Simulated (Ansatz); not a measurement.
K in Ansatz, settings compared

input.yaml:

```yaml
crystal:
  lattice:
    - [1.884766, 3.264509, 0.0]
    - [-1.884766, 3.264509, 0.0]
    - [0.0, 0.0, 12.207036]
  atoms:
    - { symbol: K, position: [0.0, 0.0, 0.0] }
    - { symbol: K, position: [0.0, 0.0, 0.5] }
    - { symbol: K, position: [0.33333, 0.33334, 0.75] }
    - { symbol: K, position: [0.66666, 0.66667, 0.25] }
  symmetry: { tolerance: 0.0003 }
kpoints:
  mp_grid: { grid: [6, 6, 2], shift: [0, 0, 0] }
magnetization:
  spin_polarized: false
scf:
  occupations: { method: fermi_dirac, width: 0.0645 }
hamiltonian:
  pseudopotentials: { kind: paw }
  xc: pbesol
basis:
  ecutwfc: 420
output:
  forces: true
  stress: true
  eigenvalues: true
```

Launch command:

```bash
ansatz run input.yaml --threads 1 --pin off --max-ram 2560MiB --backend cpu --events-out ev --progress --plain --runs-dir out
```

Origin of the cell: a known structure type with other elements, at an estimated volume, so it need not be a known compound.

Output of this run (shortened):

```
SCF iter   1: F=—  HF=-6062.175031 eV  Δρ=2.64e-3  dr2=1.10e-2
SCF iter   2: F=—  HF=-6062.170176 eV  Δρ=1.13e-3  dr2=1.87e-3
SCF iter   3: F=—  HF=-6062.169995 eV  Δρ=3.31e-4  dr2=1.96e-4
SCF iter   4: F=—  HF=-6062.170033 eV  Δρ=5.18e-5  dr2=4.05e-6
SCF iter   5: F=—  HF=-6062.170031 eV  Δρ=8.99e-6  dr2=1.58e-7
SCF iter   6: F=-6062.170031 eV  HF=-6062.170031 eV  Δρ=3.40e-6  dr2=9.76e-9
SCF 1 converged in 6 iterations: F = -6062.170031 eV  dr2 = 9.76e-9
SCF converged after 6 iterations
Free energy (F): -6062.170031 eV
Harris-Foulkes:  -6062.170031 eV  (|F-HF|=2.04e-9)
Internal energy: -6062.135220 eV  (E = F + TS)
E sigma→0 (E₀):  -6062.152625 eV
Entropy (-TS):   -0.034811 eV (-8.703 meV/atom)
Fermi energy:    5.654231 eV
--- Per-component energies (eV) ---
  E_band       = -429.179306
  E_kinetic    = 1017.223294
  E_local      = -2357.973397  (includes V_loc(G=0)·N_el)
  E_nonlocal   = 58.406376
  E_hartree    = 812.916792
  E_xc         = -532.761256
  E_vxc        = -653.358427  (∫ρ·V_xc dr)
  E_paw        = -3048.473371  (= ΣΔE_a)
  E_vpaw       = -119.314321  (= ΣTr[D̂ρ^β])
  E_aug_tail   = -0.000013  (compensation charges beyond the density's cutoff)
  E_ewald      = -2011.905185
  E_core_change = 0.431541  (= ΣΔE_core)
  E_smearing   = -0.034811  (= −TS)
  Σ components = -6062.170031   (vs F -6062.170031, Δ=0.00e0)
--- Forces (eV/Å), atoms counted from 1 ---
  atom   1  K      0.000000     0.000000     0.000000
  atom   2  K      0.000000    -0.000000     0.000000
  atom   3  K      0.000000     0.000000    -0.000000
  atom   4  K      0.000000    -0.000000     0.000000
  max |Σ_I F_I| component: 0.0 eV/Å
--- Stress (GPa, compression-positive) ---
        7.868451      -0.000000      -0.000000
        0.000000       7.868451       0.000000
       -0.000000       0.000000       7.491803
  P = ⅓ Tr σ = 7.7429 GPa (77.429 kbar)
```

The same input was run again with these changes:

1. `kpoints.mp_grid.grid` [6, 6, 2] → [5, 5, 2]; `scf.initial_density.chi_scale` default → 0.0; `scf.eigensolver.kind` default → davidson
2. `basis.xc_grid` default → 4; `scf.mixing.preconditioner` default → kerker
3. `hamiltonian.dispersion` default → d3bj; `kpoints.mp_grid.grid` [6, 6, 2] → [4, 4, 1]; `hamiltonian.pseudopotentials` { kind: paw } → { kind: nc }
4. `basis.xc_grid` default → 4

```tsv
run	end	SCF iterations	P (GPa)	max force component (eV/Å)	gap on mesh (eV)	moment (μB)	ΔE(σ→0) (meV/atom)
base	converged	6	7.74	0.000	none	–	0
1	converged	7	7.60	0.000	none	–	-24.77
2	converged	6	7.74	0.000	none	–	0.00
3	converged	7	6.61	0.000	none	–	–
4	converged	6	7.74	0.000	none	–	0.00
```

Energies are compared only where functional, datasets, charge and starting cell are the same.

Not properties of the system: run 1 (too coarse or loose: `kpoints.mp_grid.grid` = [5, 5, 2]), run 3 (too coarse or loose: `kpoints.mp_grid.grid` = [4, 4, 1]).

Caveats of the base run: the k mesh is coarse if the cell is a metal.

Run 3: the cutoff lies below the datasets' advice.

The base run ran for 1.8 s on 1 thread of AMD EPYC 7R13 Processor (Zen 3), with other jobs on the host, peak memory 0.48 GiB, from the program's own first density.
